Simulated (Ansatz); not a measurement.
MoPO$_{5}$ in space group P4/n (No. 85; Mo on 2c, P on 2b, O on 8g, O on 2c), the program Ansatz at the PBE level (PAW), all energies at zero smearing, with the estimated change up to a 700 eV cutoff added, with one set of potentials and settings (totals compare only within such a set). Cell of 14 atoms (2 Mo, 2 P, 10 O): -17101.497 eV.

```json
[
 {"element": "Mo", "reference phase": "Im-3m, 1 atoms in the cell", "E (eV/atom)": "-4956.0212"},
 {"element": "P", "reference phase": "Cmce, 4 atoms in the cell", "E (eV/atom)": "-755.6743"},
 {"element": "O", "reference phase": "C2/m, 4 atoms in the cell, spin-polarised", "E (eV/atom)": "-565.0000"}
]
```

Formation energy per atom, worked out: (-17101.497 − 2×(-4956.0212) − 2×(-755.6743) − 10×(-565.0000))/14 = -2.008 eV/atom (-194 kJ per mol of atoms), at 0 K, without zero-point energy or fitted corrections.

The workflow started from a Materials Project entry (that database holds measured and hypothetical structures alike); the Crystallography Open Database copy checked does not list it. Whether it is the stable phase at ambient conditions was not checked. The PBE relaxation kept the symmetry of its start; whether a distortion lowers the energy is not shown. Spin order of the final state: ferromagnetic, chosen from 2 collinear starts compared on coarse meshes (ties went to the first, and starts can fall back to one state), not a proven ground state. No Hubbard U is applied. The references are the lowest solids computed at this level, not always the standard phases (solids in place of the gases).

Potentials: the later of the program's two PAW sets.
